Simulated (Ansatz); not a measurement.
Relaxation of a relaxed Cu cell, doubled along one cell vector, shaken by Gaussian noise of σ = 0.08 Å a coordinate; 4 atoms in the cell, which starts as P1 (No. 1), aP4; a = 2.477 Å, b = 4.290 Å, c = 4.682 Å, α = 98.78°, β = 105.34°, γ = 90.00°. The numbers are results of PBEsol (plane waves to 420 eV, PAW, scalar-relativistic; Ansatz, a program for electronic structure), not measurements. Γ-centred k-mesh 15×15×8 on the run's cell (coarser than for final values), Fermi–Dirac smearing 0.05 eV. This is the first round of the run. 

The optimiser's lines from the output (shortened; P is positive under compression):

```
relax step   1: F+E_penalty+E_count = -26354.19874406 eV  Δ(F+E_penalty+E_count) = +0.000e0 eV  max|allowed force component| = 1.505e0 eV/Å  Δτ_max = 0.0000 Å  P = +2.147 GPa  Ω = 47.365 Å³  (11 SCF iters, dr2 threshold 1.00e-7 eV, accepted)
relax step   2: F+E_penalty+E_count = -26354.36616055 eV  Δ(F+E_penalty+E_count) = -1.674e-1 eV  max|allowed force component| = 9.790e-1 eV/Å  Δτ_max = 0.0461 Å  P = +1.415 GPa  Ω = 47.120 Å³  (8 SCF iters, dr2 threshold 4.00e-7 eV, accepted)
relax step   3: F+E_penalty+E_count = -26354.60328466 eV  Δ(F+E_penalty+E_count) = -2.371e-1 eV  max|allowed force component| = 3.722e-1 eV/Å  Δτ_max = 0.1455 Å  P = +1.165 GPa  Ω = 46.549 Å³  (9 SCF iters, dr2 threshold 4.00e-7 eV, accepted)
relax step   4: F+E_penalty+E_count = -26354.81233413 eV  Δ(F+E_penalty+E_count) = -2.090e-1 eV  max|allowed force component| = 5.968e-1 eV/Å  Δτ_max = 0.1346 Å  P = +1.038 GPa  Ω = 45.949 Å³  (8 SCF iters, dr2 threshold 4.00e-7 eV, accepted)
relax step   5: F+E_penalty+E_count = -26355.03529116 eV  Δ(F+E_penalty+E_count) = -2.230e-1 eV  max|allowed force component| = 4.034e-1 eV/Å  Δτ_max = 0.1208 Å  P = -0.088 GPa  Ω = 45.375 Å³  (9 SCF iters, dr2 threshold 4.00e-7 eV, accepted)
relax step   6: F+E_penalty+E_count = -26355.10658332 eV  Δ(F+E_penalty+E_count) = -7.129e-2 eV  max|allowed force component| = 6.646e-3 eV/Å  Δτ_max = 0.0950 Å  P = -0.025 GPa  Ω = 45.076 Å³  (8 SCF iters, dr2 threshold 4.00e-7 eV, accepted)
relax step   7: F+E_penalty+E_count = -26355.10795196 eV  Δ(F+E_penalty+E_count) = -1.369e-3 eV  max|allowed force component| = 1.079e-3 eV/Å  Δτ_max = 0.0018 Å  P = +0.029 GPa  Ω = 45.065 Å³  (6 SCF iters, dr2 threshold 4.00e-7 eV, accepted)
relax step   8: F+E_penalty+E_count = -26355.10798836 eV  Δ(F+E_penalty+E_count) = -3.640e-5 eV  max|allowed force component| = 1.241e-4 eV/Å  Δτ_max = 0.0002 Å  P = +0.004 GPa  Ω = 45.070 Å³  (6 SCF iters, dr2 threshold 6.43e-8 eV, accepted)
relax step   9: F+E_penalty+E_count = -26355.10798759 eV  Δ(F+E_penalty+E_count) = +7.663e-7 eV  max|allowed force component| = 1.350e-5 eV/Å  Δτ_max = 0.0000 Å  P = -0.001 GPa  Ω = 45.072 Å³  (6 SCF iters, dr2 threshold 1.14e-9 eV, accepted)
relax step  10: F+E_penalty+E_count = -26355.12227157 eV  Δ(F+E_penalty+E_count) = -1.428e-2 eV  max|allowed force component| = 1.349e-5 eV/Å  Δτ_max = 0.0000 Å  P = +0.643 GPa  Ω = 45.072 Å³  stress off target by 1.86e0 GPa  SCF on the basis re-selected at this cell (its energy is not comparable with the rows above)  (9 SCF iters)
relax step  11: F+E_penalty+E_count = -26355.12433166 eV  Δ(F+E_penalty+E_count) = -2.060e-3 eV  max|allowed force component| = 7.160e-4 eV/Å  Δτ_max = 0.0002 Å  P = -0.253 GPa  Ω = 45.306 Å³  (6 SCF iters, dr2 threshold 4.00e-7 eV, accepted)
relax step  12: F+E_penalty+E_count = -26355.12444750 eV  Δ(F+E_penalty+E_count) = -1.158e-4 eV  max|allowed force component| = 9.038e-5 eV/Å  Δτ_max = 0.0002 Å  P = +0.004 GPa  Ω = 45.236 Å³  (6 SCF iters, dr2 threshold 3.08e-7 eV, accepted)
relax step  13: F+E_penalty+E_count = -26355.12455559 eV  Δ(F+E_penalty+E_count) = -1.081e-4 eV  max|allowed force component| = 9.031e-5 eV/Å  Δτ_max = 0.0000 Å  P = +0.002 GPa  Ω = 45.236 Å³  stress off target by 7.40e-3 GPa  SCF on the basis re-selected at this cell (its energy is not comparable with the rows above)  (7 SCF iters)
```

From the first to the last row the energy changes by -0.23 eV/atom and the volume by -4.5 %. The last row is marked as not comparable with the walk above it, whose basis was carried along; it does compare with step 1, since both stand on a basis selected at the nominal cutoff for their own cell.

Later rounds, restarted from the end of this one on a renewed k-mesh, logged 11 more steps and released under 0.01 eV/atom more. The final structure after all rounds: Fm-3m (No. 225), cF4, fcc (Cu type); a = 3.5632 Å, b = 3.5632 Å, c = 3.5632 Å, α = 90.00°, β = 90.00°, γ = 90.00°. Between re-selections the logged energies stand on a plane-wave basis carried along with the cell. No spin polarisation in the result.

Of the parent cell (R-3m (No. 166)): it is a generated cell of Cu: the first start was made by placing the elements on the sites of a structure type, and the end was not matched to a known phase here, so it may be hypothetical. Known forms of Cu include space group No. 225.
